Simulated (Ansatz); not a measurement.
# Calculated with Ansatz: Ce₃GaI₃, settings compared

input.yaml:

```yaml
crystal:
  lattice:
    - [6.397389, 0.0, 0.0]
    - [0.0, 6.397389, 0.0]
    - [0.0, 0.0, 6.397389]
  atoms:
    - { symbol: Ce, position: [0.5, 0.5, 0.0] }
    - { symbol: Ce, position: [0.0, 0.5, 0.5] }
    - { symbol: Ce, position: [0.5, 0.0, 0.5] }
    - { symbol: Ga, position: [0.5, 0.5, 0.5] }
    - { symbol: I, position: [0.5, 0.0, 0.0] }
    - { symbol: I, position: [0.0, 0.5, 0.0] }
    - { symbol: I, position: [0.0, 0.0, 0.5] }
  symmetry: { tolerance: 0.0003 }
kpoints:
  mp_grid: { grid: [3, 3, 3], shift: [0, 0, 0] }
magnetization:
  spin_polarized: false
scf:
  occupations: { method: gaussian, width: 0.0481 }
hamiltonian:
  pseudopotentials: { kind: paw }
  xc: r2scan
basis:
  ecutwfc: 500
output:
  forces: true
  stress: true
  eigenvalues: true
```

Launch command:

```bash
ansatz run input.yaml --threads 1 --pin off --max-ram 2560MiB --backend cpu --events-out ev --progress --plain --runs-dir out
```

Origin of the cell: a known structure type with other elements, at an estimated volume, so it need not be a known compound.

Output of this run (shortened):

```
SCF iter   1: F=—  HF=-46163.440994 eV  Δρ=1.08e-1  dr2=4.70e1  dr2_τ=1.01e-1
SCF iter   2: F=—  HF=-46153.199781 eV  Δρ=4.78e-2  dr2=7.70e0  dr2_τ=4.41e-1  defer=31
SCF iter   3: F=—  HF=-46150.391047 eV  Δρ=2.09e-2  dr2=4.77e0  dr2_τ=3.95e-2  defer=24
SCF iter   4: F=—  HF=-46150.304582 eV  Δρ=1.83e-2  dr2=1.40e0  dr2_τ=3.26e-2  defer=29
SCF iter   5: F=—  HF=-46149.851548 eV  Δρ=7.15e-3  dr2=2.49e-1  dr2_τ=3.55e-3  defer=29
[… 6 lines left out …]
SCF iter  12: F=—  HF=-46149.980939 eV  Δρ=1.85e-4  dr2=6.90e-5  dr2_τ=4.68e-7  defer=29
SCF iter  13: F=—  HF=-46149.980881 eV  Δρ=4.41e-5  dr2=8.80e-6  dr2_τ=8.94e-8  defer=29
SCF iter  14: F=—  HF=-46149.980891 eV  Δρ=2.11e-5  dr2=1.66e-6  dr2_τ=1.41e-8  defer=29
SCF iter  15: F=—  HF=-46149.980892 eV  Δρ=4.76e-6  dr2=7.27e-8  dr2_τ=1.02e-9
SCF iter  16: F=-46149.980892 eV  HF=-46149.980892 eV  Δρ=2.43e-6  dr2=1.74e-8  dr2_τ=1.83e-10
SCF 1 converged in 16 iterations: F = -46149.980892 eV  dr2 = 1.74e-8
SCF converged after 16 iterations
Free energy (F): -46149.980892 eV
Harris-Foulkes:  -46149.980892 eV  (|F-HF|=6.83e-9)
Internal energy: -46149.939575 eV  (E = F + TS)
E sigma→0 (E₀):  -46149.960234 eV
Entropy (-TS):   -0.041317 eV (-5.902 meV/atom)
Fermi energy:    9.345313 eV
--- Per-component energies (eV) ---
  E_band       = -1415.993131
  E_kinetic    = 1774.485681
  E_local      = -9862.350686  (includes V_loc(G=0)·N_el)
  E_nonlocal   = 41.800190
  E_hartree    = 4714.050813
  E_xc         = -1073.233252
  E_vxc        = -1297.258469  (∫ρ·V_xc dr)
  E_paw        = -33014.340420  (= ΣΔE_a)
  E_vpaw       = -1571.817521  (= ΣTr[D̂ρ^β])
  E_aug_tail   = -0.000132  (compensation charges beyond the density's cutoff)
  E_vtau       = 71.052034  (kinetic-family band-sum trace: ∫τ·v_τ [+ j·A + Jᵃ·Aᵃ] dr)
  E_ewald      = -8730.164988
  E_core_change = -0.186781  (= ΣΔE_core)
  E_smearing   = -0.041317  (= −TS)
  Σ components = -46149.980892   (vs F -46149.980892, Δ=0.00e0)
--- Forces (eV/Å), atoms counted from 1 ---
  atom   1  Ce     0.000000     0.000000    -0.000000
  atom   2  Ce     0.000000    -0.000000    -0.000000
  atom   3  Ce     0.000000    -0.000000    -0.000000
  atom   4  Ga     0.000000    -0.000000     0.000000
  atom   5  I      0.000000    -0.000000     0.000000
  atom   6  I      0.000000     0.000000    -0.000000
  atom   7  I      0.000000    -0.000000     0.000000
  max |Σ_I F_I| component: 0.0 eV/Å
--- Stress (GPa, compression-positive) ---
       -2.257573       0.000000       0.000000
        0.000000      -2.257573       0.000000
        0.000000       0.000000      -2.257573
  P = ⅓ Tr σ = -2.2576 GPa (-22.576 kbar)
```

The same input was run again with these changes:

1. `scf.algorithm` default → density_mixing; `scf.initial_density.chi_scale` default → 0.3
2. `kpoints.mp_grid.shift` [0, 0, 0] → [0.5, 0.5, 0.5]
3. `scf.mixing.algorithm` default → broyden; `scf.mixing.beta` default → 0.1; `scf.mixing.ndim` default → 2; `hamiltonian.xc` r2scan → revpbe
4. `hamiltonian.hubbard` default → { sites: [{ species: Ce, l: f, u_eff: 2.0 }], double_counting: fll }

| run | end | SCF iterations | P (GPa) | max force component (eV/Å) | moment (μB) | ΔE(σ→0) (meV/atom) |
| --- | --- | --- | --- | --- | --- | --- |
| base | converged | 16 | -2.26 | 0.000 | – | 0 |
| 1 | converged | 18 | -2.26 | 0.000 | – | 0.00 |
| 2 | converged | 34 | -2.52 | 0.000 | – | 4.75 |
| 3 | converged | 43 | -1.03 | 0.000 | – | – |
| 4 | converged | 34 | -2.21 | 0.000 | – | – |

Energies are compared only where functional, datasets, charge and starting cell are the same.

Caveats of the base run: f shells without a U or exact exchange are poorly placed; no spin polarisation, so a magnetic state may lie lower; no spin-orbit coupling, though heavy elements are present; the k mesh is coarse if the cell is a metal.

Run 3: forces of this functional can be a tenth off on datasets made under PBE.

Time of the base run: 21 s on 1 thread of Intel(R) Xeon(R) 6975P-C (Granite Rapids), with other jobs on the host, peak memory 1 GiB, from the program's own first density.
